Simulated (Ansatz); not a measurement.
Question: Be (hcp (Mg type), space group No. 194) is relaxed with the program Ansatz at the PBE+D3(BJ) level (PAW). What lattice parameters of the conventional cell result?

Answer: a = 2.214 Å, c = 3.499 Å.

Its a lies over 2 % below tabulated measurements.

Space group P6_3/mmc (hcp (Mg type)). Symmetry was held in the PBE+D3(BJ) relaxation. The pairwise dispersion correction was not fitted to metals. Axis ratios of metals converge slowly with the k-mesh, so a and c are less sure than the volume.

Potentials: the earlier of the program's two PAW sets.
